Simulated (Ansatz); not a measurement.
Phonons of SnTe (rock salt) at Γ, L = (0.5, 0.0, 0.0), X = (0.5, 0.5, 0.0).

SnTe (rock salt)

```
CELL_PARAMETERS angstrom
      0.00000     3.20463     3.20463
      3.20463     0.00000     3.20463
      3.20463     3.20463     0.00000
ATOMIC_POSITIONS crystal
  Te 0.00000 0.00000 0.00000
  Sn 0.50000 0.50000 0.50000
```

Level of theory: PBE (plane waves to 420 eV, PAW, scalar-relativistic; Ansatz, a first-principles code). Harmonic phonons by density-functional perturbation theory on a 14×14×14 k mesh, in cm⁻¹; i marks imaginary ones, q is in fractions of the reciprocal vectors of the cell shown, and the three acoustic modes at Γ are left out. The non-analytic (LO-TO) term is not included, so polar modes at Γ have their transverse values. The program warned that its band solver left a few bands short of their tolerance. SnTe was relaxed with its symmetry unable to fall. Spin-orbit coupling is left out, though Te is heavy. The PAW data are Ansatz's earlier set.

```tsv
q	wavenumbers (cm⁻¹)
Γ	30i (×3)
L = (0.5, 0.0, 0.0)	71 (×2), 93 (×2), 102, 117
X = (0.5, 0.5, 0.0)	27 (×2), 36, 59 (×2), 67
```

The structure is unstable at this level: the lowest mode is 30i cm⁻¹ at Γ. SnTe is measured in this form, so the imaginary mode is a miss of this level unless the crystal transforms on cooling or is held by pressure.

Highest mode: 117 cm⁻¹ at L = (0.5, 0.0, 0.0).
